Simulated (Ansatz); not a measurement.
PtS in space group P4_2/mmc (No. 131; Pt on 2c, S on 2e), plane-wave PAW LDA (Ansatz code). The conduction-band minimum lies at M, with 1 equivalent valley. Second derivatives d²E/dk² of the lowest band at one valley (eV·Å²), along Cartesian directions:

| direction | d²E/dk² |
|---|---|
| [100] | 5.335 |
| [010] | 5.335 |
| [001] | 9.507 |
| [110] | 5.334 |
| [101] | 7.423 |
| [011] | 7.423 |

Task: Find the principal effective masses, the density-of-states mass and the conductivity mass.

Result: Off-diagonal terms follow from H_xy = H[110] − (H_xx + H_yy)/2, and m*/mₑ = 7.620 eV·Å² over each eigenvalue: 0.80, 1.4, 1.4. One valley's DOS mass (m₁m₂m₃)^(1/3) = 1.2, conductivity mass 3/(Σ 1/mᵢ) = 1.1 mₑ.

Task: What effective density of states Nc follows at 300 K for parabolic valleys?

Result: Nc = 2.509e19 × 1 × (1.2)^(3/2) ≈ 3.3e19 cm⁻³.

The workflow started from a Materials Project entry (that database holds measured and hypothetical structures alike); the Crystallography Open Database files this formula in space group No. 131, but the cells were not matched. Whether it is the stable phase at ambient conditions was not checked. Symmetry was held in the LDA relaxation; whether a distortion lowers the energy is not shown. The run is not spin-polarised. Spin–orbit coupling is left out wherever it is not named.

Potentials: the later of the program's two PAW sets.

Edges and masses are those of Kohn–Sham bands, whose gap is no quasiparticle gap.
